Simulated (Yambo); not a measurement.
BSE-type run in Yambo on Rb$_{2}$ScAgF$_{6}$ (space group Fm-3m, No. 225), at zero momentum.

Quantum ESPRESSO step (LDA, PseudoDojo standard norm-conserving files, scalar-relativistic):
```
&CONTROL
  calculation = 'nscf'
  pseudo_dir = './pseudo'
  outdir = './out'
/
&SYSTEM
  ibrav = 0
  nat = 10
  ntyp = 4
  ecutwfc = 86.0
  ecutrho = 344.0
  occupations = 'fixed'
  force_symmorphic = .true.
  nbnd = 116
/
&ELECTRONS
  conv_thr = 1e-08
  diago_full_acc = .true.
  diago_thr_init = 1e-08
/
ATOMIC_SPECIES
F 18.9984 F.upf
Sc 44.9559 Sc.upf
Rb 85.4678 Rb.upf
Ag 107.8682 Ag.upf
CELL_PARAMETERS angstrom
  0.000000000000   4.493015000000   4.493015000000
  4.493015000000   0.000000000000   4.493015000000
  4.493015000000   4.493015000000   0.000000000000
ATOMIC_POSITIONS crystal
F   0.773500000000   0.226500000000   0.226500000000
F   0.226500000000   0.773500000000   0.773500000000
F   0.226500000000   0.773500000000   0.226500000000
F   0.773500000000   0.226500000000   0.773500000000
F   0.226500000000   0.226500000000   0.773500000000
F   0.773500000000   0.773500000000   0.226500000000
Sc   0.000000000000   0.000000000000   0.000000000000
Rb   0.750000000000   0.750000000000   0.750000000000
Rb   0.250000000000   0.250000000000   0.250000000000
Ag   0.500000000000   0.500000000000   0.500000000000
K_POINTS automatic
4 4 4 0 0 0
```

Yambo input:
```
rim_cut
optics
bse
bss
dipoles
em1s
RandQpts= 1000000
RandGvec= 1 Ry
FFTGvecs= 40 Ry
Chimod= "HARTREE"
BSKmod= "SEX"
BSEmod= "resonant"
BSSmod= "hs"
BSENGexx= 15 Ry
BSENGBlk= 1 Ry
% KfnQP_E
 3.569 | 1.0 | 1.0 |
%
% BSEQptR
 1 | 1 |
%
% BSEBands
 24 | 54 |
%
% BEnRange
 0.0 | 12.1 | eV
%
% BDmRange
 0.15 | 0.15 | eV
%
BEnSteps= 242
% BLongDir
 1.0 | 0.0 | 0.0 |
%
BSHayTrs= -0.02
BSSNEig= 24
WRbsWF
% BndsRnXs
 6 | 110 |
%
NGsBlkXs= 1 Ry
% LongDrXs
 1.0 | 1.0 | 1.0 |
%
```

From the report:

The dimension is k points × valence × conduction bands = 64 × 22 × 9 = 12672.
```
   [SLEPC] Approach                          : Krylov-Schur
   [SLEPC] Number of requested eigenvalues   :  24
   [SLEPC] Number of eigenvalues        [NEV]:  24
    [K] Dimension                                    :  12672
    [K] Bands                                        :   24   54
    [K] Exchange res                                 : yes
    [K] Correlation res                              : yes
    [K] W interaction is bare                        : no
    [K] RL vectors exchange                          :  1291
    [K] RL vectors correlation                       :  27
    [W] Matrix size                                  :  27
    [W] Bands                                        :    6  110
    [W] Coulomb Cutoff                               : none
    [W] Hxc Kernel                                   : HARTREE
```
Lowest eigenvalues (eV; in brackets the number of states within 2 meV): 4.23 (2), 4.84 (3), 6.12 (2), 6.37 (3), 6.43 (3), 6.50 (2). They depend on the mesh, which isn't converged, and on the G0W0 scissor.

Spin-orbit coupling is not included.

Geometry of the Materials Project entry, not relaxed at this level.

The structure is a Materials Project entry; no match was found in the copy of COD used, and its stability was not checked.
